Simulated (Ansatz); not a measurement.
HfCoSi in space group Pnma (No. 62; Hf on 4c, Co on 4c, Si on 4c), DFT-PBE in the program Ansatz with PAW potentials, all energies at zero smearing, with the estimated change up to a 700 eV cutoff added, with one set of potentials and settings (totals compare only within such a set). Cell of 12 atoms (4 Hf, 4 Co, 4 Si): -85943.455 eV.

```csv
element,reference phase,E (eV/atom)
Hf,"P6_3/mmc, 2 atoms in the cell",-15721.3637
Co,"P6_3/mmc, 2 atoms in the cell, spin-polarised",-5126.1559
Si,"Fd-3m, 2 atoms in the cell",-635.8096
```

Formation energy per atom, worked out: (-85943.455 − 4×(-15721.3637) − 4×(-5126.1559) − 4×(-635.8096))/12 = -0.845 eV/atom (-82 kJ per mol of atoms), at 0 K, without zero-point energy or fitted corrections.

The first step of the workflow began from a Materials Project structure, measured or hypothetical; the Crystallography Open Database copy checked does not list it. Whether it is the stable phase at ambient conditions was not checked. The PBE relaxation kept the symmetry of its start; whether a distortion lowers the energy is not shown. The workflow began spin-polarised and lost its moments. The references are the lowest solids computed at this level, not always the standard phases. Spin–orbit coupling is left out wherever it is not named.

Potentials: the later of the program's two PAW sets.
